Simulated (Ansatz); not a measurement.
Input, command and steps of an Ansatz relaxation.

```yaml
crystal:
  lattice:
    - [6.3982067545, 0.0, 0.0]
    - [-3.1991033772, 5.5410095881, 0.0]
    - [0.0, 0.0, 3.76748512]
  atoms:
    - { symbol: Hf, position: [0.0, 0.58351356, 0.5] }
    - { symbol: Hf, position: [0.41648644, 0.41648644, 0.5] }
    - { symbol: Hf, position: [0.58351356, 0.0, 0.5] }
    - { symbol: P, position: [0.66666667, 0.33333333, 0.0] }
    - { symbol: P, position: [0.33333333, 0.66666667, 0.0] }
    - { symbol: P, position: [0.0, 0.0, 0.5] }
    - { symbol: Ru, position: [0.2464013, 0.0, 0.0] }
    - { symbol: Ru, position: [0.7535987, 0.7535987, 0.0] }
    - { symbol: Ru, position: [0.0, 0.2464013, 0.0] }
basis:
  ecutwfc: 500
kpoints:
  mp_grid: { grid: [6, 6, 10] }
hamiltonian:
  xc: r2scan
scf:
  occupations: { method: gaussian, width: 0.1 }
output:
  forces: true
  stress: true
  eigenvalues: true
  write_density: true
  write_potential: true
  elf: true
  volumetric_format: npy
relax:
  adjacent_minimum: "off"
  f_tol: 0.005
  max_steps: 80
  cell: { stress_tol: 0.05 }
```

```bash
ansatz run input.yaml --threads 2 --pin off --max-ram 5120MiB --backend cpu --events-out ev --progress --plain --runs-dir out
```

All numbers below come from DFT r2SCAN, scalar-relativistic, plane waves, PAW (Ansatz).

Of 7 frames 6 are shown, positions in Å and forces in eV/Å; the SCF threshold varies from step to step. Steps run on the plane waves of an earlier cell, with a Pulay correction in the pressure. The basis is chosen afresh for the last frame, the zero of the energies, and at times for earlier ones too; energy and pressure step there, also at an unchanged geometry. The mark taken_back stands on steps that the optimiser undid.

```xyz
9
Lattice="6.3982 0.0000 0.0000 -3.1991 5.5410 0.0000 0.0000 0.0000 3.7675" Properties=species:S:1:pos:R:3:forces:R:3 pbc="T T T" step=1 free_energy_over_end_meV_per_atom=0.19 pressure_GPa=0.70
Hf   -1.8667    3.2333    1.8837   -0.0076    0.0132    0.0000
Hf    1.3324    2.3078    1.8837   -0.0076   -0.0132    0.0000
Hf    3.7334    0.0000    1.8837    0.0152    0.0000    0.0000
P     3.1991    1.8470    0.0000    0.0000    0.0000    0.0000
P     0.0000    3.6940    0.0000    0.0000    0.0000    0.0000
P     0.0000    0.0000    1.8837    0.0000    0.0000    0.0000
Ru    1.5765    0.0000    0.0000   -0.0292    0.0000    0.0000
Ru    2.4108    4.1757    0.0000    0.0146    0.0253    0.0000
Ru   -0.7883    1.3653    0.0000    0.0146   -0.0253    0.0000
9
Lattice="6.3974 0.0000 0.0000 -3.1987 5.5403 0.0000 0.0000 0.0000 3.7903" Properties=species:S:1:pos:R:3:forces:R:3 pbc="T T T" step=2 free_energy_over_end_meV_per_atom=0.24 pressure_GPa=-0.61 taken_back
Hf   -1.8660    3.2320    1.8951    0.0034   -0.0059    0.0000
Hf    1.3327    2.3083    1.8951    0.0034    0.0059    0.0000
Hf    3.7320    0.0000    1.8951   -0.0068    0.0000    0.0000
P     3.1987    1.8468    0.0000    0.0000    0.0000    0.0000
P     0.0000    3.6936    0.0000    0.0000    0.0000    0.0000
P     0.0000    0.0000    1.8951    0.0000    0.0000    0.0000
Ru    1.5717    0.0000    0.0000    0.1239    0.0000    0.0000
Ru    2.4129    4.1792    0.0000   -0.0619   -0.1073    0.0000
Ru   -0.7859    1.3611    0.0000   -0.0619    0.1073    0.0000
9
Lattice="6.3983 0.0000 0.0000 -3.1992 5.5411 0.0000 0.0000 0.0000 3.7787" Properties=species:S:1:pos:R:3:forces:R:3 pbc="T T T" step=3 free_energy_over_end_meV_per_atom=0.02 pressure_GPa=0.01
Hf   -1.8668    3.2334    1.8893    0.0007   -0.0013    0.0000
Hf    1.3323    2.3077    1.8893    0.0007    0.0013    0.0000
Hf    3.7336    0.0000    1.8893   -0.0014    0.0000    0.0000
P     3.1992    1.8470    0.0000    0.0000    0.0000    0.0000
P     0.0000    3.6941    0.0000    0.0000    0.0000    0.0000
P     0.0000    0.0000    1.8893    0.0000    0.0000    0.0000
Ru    1.5753    0.0000    0.0000    0.0215    0.0000    0.0000
Ru    2.4115    4.1769    0.0000   -0.0107   -0.0186    0.0000
Ru   -0.7876    1.3642    0.0000   -0.0107    0.0186    0.0000
9
Lattice="6.3974 0.0000 0.0000 -3.1987 5.5403 0.0000 0.0000 0.0000 3.7801" Properties=species:S:1:pos:R:3:forces:R:3 pbc="T T T" step=4 free_energy_over_end_meV_per_atom=0.02 pressure_GPa=-0.01
Hf   -1.8664    3.2327    1.8900    0.0006   -0.0010    0.0000
Hf    1.3323    2.3076    1.8900    0.0006    0.0010    0.0000
Hf    3.7329    0.0000    1.8900   -0.0012    0.0000    0.0000
P     3.1987    1.8468    0.0000    0.0000    0.0000    0.0000
P     0.0000    3.6936    0.0000    0.0000    0.0000    0.0000
P     0.0000    0.0000    1.8900    0.0000    0.0000    0.0000
Ru    1.5755    0.0000    0.0000    0.0150    0.0000    0.0000
Ru    2.4110    4.1760    0.0000   -0.0075   -0.0130    0.0000
Ru   -0.7877    1.3644    0.0000   -0.0075    0.0130    0.0000
9
Lattice="6.3973 0.0000 0.0000 -3.1986 5.5402 0.0000 0.0000 0.0000 3.7802" Properties=species:S:1:pos:R:3:forces:R:3 pbc="T T T" step=5 free_energy_over_end_meV_per_atom=0.02 pressure_GPa=-0.01 taken_back
Hf   -1.8667    3.2333    1.8901    0.0041   -0.0071    0.0000
Hf    1.3319    2.3069    1.8901    0.0041    0.0071    0.0000
Hf    3.7335    0.0000    1.8901   -0.0082    0.0000    0.0000
P     3.1986    1.8467    0.0000    0.0000    0.0000    0.0000
P     0.0000    3.6935    0.0000    0.0000    0.0000    0.0000
P     0.0000    0.0000    1.8901    0.0000    0.0000    0.0000
Ru    1.5770    0.0000    0.0000   -0.0235    0.0000    0.0000
Ru    2.4101    4.1744    0.0000    0.0118    0.0204    0.0000
Ru   -0.7885    1.3658    0.0000    0.0118   -0.0204    0.0000
9
Lattice="6.3966 0.0000 0.0000 -3.1983 5.5396 0.0000 0.0000 0.0000 3.7808" Properties=species:S:1:pos:R:3:forces:R:3 pbc="T T T" step=7 free_energy_over_end_meV_per_atom=0.00 pressure_GPa=0.00
Hf   -1.8661    3.2322    1.8904    0.0004   -0.0007    0.0000
Hf    1.3322    2.3074    1.8904    0.0004    0.0007    0.0000
Hf    3.7322    0.0000    1.8904   -0.0008    0.0000    0.0000
P     3.1983    1.8465    0.0000    0.0000    0.0000    0.0000
P     0.0000    3.6931    0.0000    0.0000    0.0000    0.0000
P     0.0000    0.0000    1.8904    0.0000    0.0000    0.0000
Ru    1.5759    0.0000    0.0000    0.0018    0.0000    0.0000
Ru    2.4104    4.1749    0.0000   -0.0009   -0.0015    0.0000
Ru   -0.7879    1.3648    0.0000   -0.0009    0.0015    0.0000
```

The run took 8.9 min on 2 threads of Arm Neoverse V1 (shared host), peak memory 0.96 GiB.

Spin–orbit coupling is left out, which can shift energies with elements as heavy as these.